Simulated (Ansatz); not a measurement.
La₂O₃:
```
CELL_PARAMETERS angstrom
      3.94040     0.00000     0.00000
     -1.97020     3.41249     0.00000
      0.00000     0.00000     6.18755
ATOMIC_POSITIONS crystal
  La 0.66667 0.33333 0.75263
  La 0.33333 0.66667 0.24737
  O  0.66667 0.33333 0.35470
  O  0.33333 0.66667 0.64530
  O  0.00000 0.00000 0.00000
```

PBE in the plane-wave PAW code Ansatz gives a gap of 3.83 eV without spin–orbit coupling, maximum on the H–A line, 26 % of the way from H, minimum at M.

Question: What happens when spin–orbit coupling is switched on?

Answer: The gap decreases by 0.01 eV, to 3.82 eV; maximum at L, minimum at M.

Question: Give the electron effective mass with spin–orbit coupling.

Answer: 0.74, 2.4, 4.4 mₑ (principal values).

Question: Give the hole effective mass with spin–orbit coupling.

Answer: 1.1, 3.0, 4.5 mₑ (principal values).

Space group P-3m1 (La2O3 or Ni2Al3 type). The cell was relaxed with PBE under the symmetry of its start; phonons on a q-mesh show no instability.

Potentials: the later of the program's two PAW sets.
